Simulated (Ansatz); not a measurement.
A distorted cell of Al2Cu (Al2Cu type, space group I4/mcm):

```xyz
6
Lattice="-2.9888 2.9888 2.4043 2.9888 -2.9888 2.4043 2.9888 2.9888 -2.4043" Properties=species:S:1:pos:R:3 pbc="T T T"
Al     0.9461     3.9350     0.0000
Al     0.9461     2.0427     2.4043
Al     2.0427     0.9461     0.0000
Al     2.0427    -0.9461     2.4043
Cu     0.0000     0.0000     1.2022
Cu     0.0000     0.0000     3.6065
```

The numbers are results of PBE (plane waves to 420 eV, PAW, scalar-relativistic; Ansatz, a program for electronic structure), not measurements. k mesh 12×12×12 (Γ-centred), Fermi-Dirac smearing 0.05 eV. Energies are smeared free energies. Stress and pressure are positive under compression. As the atoms are clamped, bonds stretch with the cell, which overstates energies and stresses. With partly filled bands, the response to shear is sensitive to the k mesh, so small differences along c/a are uncertain. Al2Cu is run without spin polarisation. Al2Cu was relaxed with its symmetry unable to fall.

Question: What is the stress tensor (GPa)?

Answer: 
```
    4.5      0.0      0.0
    0.0      4.5      0.0
    0.0      0.0      4.4
```
The pressure, a third of the trace, is 4.5 GPa.

Question: It is the relaxed cell deformed to V/V₀ = 0.960, (c/a)/(c/a)₀ = 1.000, c along z, fractional positions held. What is its energy relative to the relaxed cell?

Answer: 8 meV/atom.

(A scan under strain: stresses follow from slopes of the energy per volume, elastic moduli from its curvatures.)
